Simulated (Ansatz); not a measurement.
# Computed properties of Cs

Cs:
```
Cs
1.0
    0.00000     3.95591     3.95591
    3.95591     0.00000     3.95591
    3.95591     3.95591     0.00000
Cs
1
Direct
  0.00000   0.00000   0.00000
```

Space group Fm-3m (No. 225), fcc (Cu type); conventional cell a = b = c = 7.9118 Å, α = β = γ = 90.00°.

Method: r²SCAN (plane waves, PAW; program Ansatz). Geometry: relaxed at this level of theory. Other levels are named where they apply.

### Cell and energy

```
Property             Result
---------------  ----------
Volume per atom   123.81 Å³
Density          1.78 g/cm³
```

### Electronic structure

```
Property                                                                    Value
------------------------------------  -------------------------------------------
Electronic character                                            metallic (no gap)
Density of states at the Fermi level  1.2 states/eV per atom (mean over ±0.08 eV)
Gap with spin–orbit coupling                                      none (metallic)
```

### Mechanics

```
Item                                                                                 Result
-------------------------------------  ----------------------------------------------------
Bulk modulus (Birch–Murnaghan fit)                                                  1.8 GPa
Pressure derivative B′                                                                  3.2
Elastic constants (relaxed ions, GPa)                       C11 = 1.9, C12 = 1.7, C44 = 1.3
Mechanical stability                   marginal (the smallest eigenvalue of C is near zero)
```

The first step of the workflow began from a Materials Project structure, measured or hypothetical; the Crystallography Open Database files this formula in space group No. 225, but the cells were not matched. It is not the phase usual at ambient conditions (space group No. 229). The cell was relaxed with r²SCAN under the symmetry of its start; whether a distortion lowers the energy is not shown. As this level gives no gap, shear constants depend on the k-mesh and smearing (Fermi–Dirac, 0.1 eV here). Spin–orbit coupling is left out wherever it is not named.

Potentials: the later of the program's two PAW sets.
